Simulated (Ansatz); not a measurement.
## BeSi: one input, then a changed one

The structure comes from a relaxation in the same program, started in the L10 type. Whether it is a known phase or the ground state wasn't checked. The listed cell was then made from it by scaling, straining or moving an atom.

First run: DFT, PBE, all-electron PAW with datasets made for the crystal, scalar-relativistic (Ansatz 0.2.0).

Command: `ansatz run input.yaml --threads 1 --pin off --max-ram 2048MiB --backend cpu --events-out ev --progress --plain --runs-dir out` The run took 39 s on 1 thread of AMD EPYC (Zen 3), with other jobs on the host, peak memory 0.49 GiB.

```yaml
crystal:
  lattice:
    - [2.5556768585, 0.0, 0.0]
    - [0.0, 2.5556768585, 0.0]
    - [0.0, 0.0, 3.4196826506]
  atoms:
    - { symbol: Be, position: [0.0138339086, 0.0138339086, 0.0] }
    - { symbol: Si, position: [0.5, 0.5, 0.5] }
kpoints:
  mp_grid: { grid: [14, 14, 11] }
scf:
  occupations: { method: fermi_dirac, width: 0.05 }
hamiltonian:
  xc: pbe
  pseudopotentials: { kind: all_electron, datasets: crystal }
output:
  forces: true
  stress: true
  eigenvalues: true
  efg: { contact_densities: true }
```

Result: converged; pressure 0.08 GPa; largest force 0.031 eV/Å; no gap on the k mesh; 8 SCF iterations.

The input is then changed:

```diff
@@ -11,6 +11,7 @@
 scf:
   occupations: { method: fermi_dirac, width: 0.05 }
+  convergence: { dr2_threshold: 1.0e-08 }
 hamiltonian:
-  xc: pbe
+  xc: revpbe
   pseudopotentials: { kind: all_electron, datasets: crystal }
 output:
```

Q: What does the second run give?

A: It converged; pressure 1.66 GPa; largest force 0.038 eV/Å; no gap on the k mesh; 8 SCF iterations.

The results part of its log:

```
SCF 1 converged in 8 iterations: F = -8296.298058 eV  dr2 = 6.74e-11
  Residual-converged pass: ⟨swp⟩=2.6  Hψ=4433  notcnv=0  max |occ|·‖R‖ = 2.1e-6 eV (tolerance 2.1e-6 eV)  dr2=6.64e-11  dr2_onsite=1.37e-10  max |Δocc| = 3.9e-10
  greatest PAW one-centre occupation: 0.499 electrons in one spin orbital (limit 2), on the Si atom at site 1 (counted from 0), in its partial waves of l = 0
SCF converged after 8 iterations
Free energy (F): -8296.298058 eV
Harris-Foulkes:  -8296.298058 eV  (|F-HF|=7.82e-11)
Internal energy: -8296.292959 eV  (E = F + TS)
E sigma→0 (E₀):  -8296.295508 eV
Entropy (-TS):   -0.005098 eV (-2.549 meV/atom)
Past the cutoff: the bands carry plane waves up to 1.75 times it, of which those up to 1.5 times it add -0.000076 eV an atom, each by itself; the spheres take 0.000037 eV an atom off the energy for waves past 1.75 times it
By the cutoff:   a pressure is off by up to 0.005 GPa (1.2 times the spheres' own share and the shells' term, over an atom's volume, and 0.004 GPa: a bound that held against runs at twice the plane waves)
Past the cutoffs: a stress includes 0.0002 GPa for waves and charges beyond them, in addition to the slope of what the spheres take
In the spheres:  the bands' charges fall short by 1.1e-6 e at most (sound up to 1e-3)
Fermi energy:    11.415356 eV
--- Per-component energies (eV) ---
  The terms above E_closure are by the made datasets' own strengths, without shells solved beside the bands.
--- Forces (eV/Å), atoms counted from 1 ---
  atom   1  Be    -0.02690583    -0.02690583     0.00000000
  atom   2  Si     0.02690394     0.02690394     0.00000000
  max |Σ_I F_I| component: 1.90e-6 eV/Å
--- Stress (GPa, compression-positive) ---
        1.569262       0.191231       0.000000
        0.191231       1.569262       0.000000
        0.000000       0.000000       1.845703
  P = ⅓ Tr σ = 1.6614 GPa (16.614 kbar)
--- PAW observables at the nuclei: V_zz in 10²¹ V/m², potentials from the cell's mean, atoms counted from 1 ---
  atom   1  Be V_zz =    -0.051398   η = 0.0684   by run symmetry: allowed
            electrostatic potential = -244.683462 V   contact ρ = 239.560247 e/Å³
  atom   2  Si V_zz =    -0.934139   η = 0.0281   by run symmetry: allowed
            electrostatic potential = -1361.175470 V   contact ρ = 12831.667655 e/Å³
--- Band table (eV; the first three rows and the last of 342) ---
  k-point 0: bands = ["-2.5463", "7.7928", "11.4831", "16.5004", "16.5035", "17.8559", "23.0329"]
  k-point 1: bands = ["-2.4654", "6.9928", "12.4719", "16.5932", "16.5961", "17.9281", "23.0219"]
  k-point 2: bands = ["-2.2282", "5.5789", "14.4530", "16.8715", "16.8739", "18.1356", "22.9542"]
  k-point 341: bands = ["8.8269", "8.8393", "10.5380", "10.6716", "10.7146", "10.7815", "11.9654"]
```
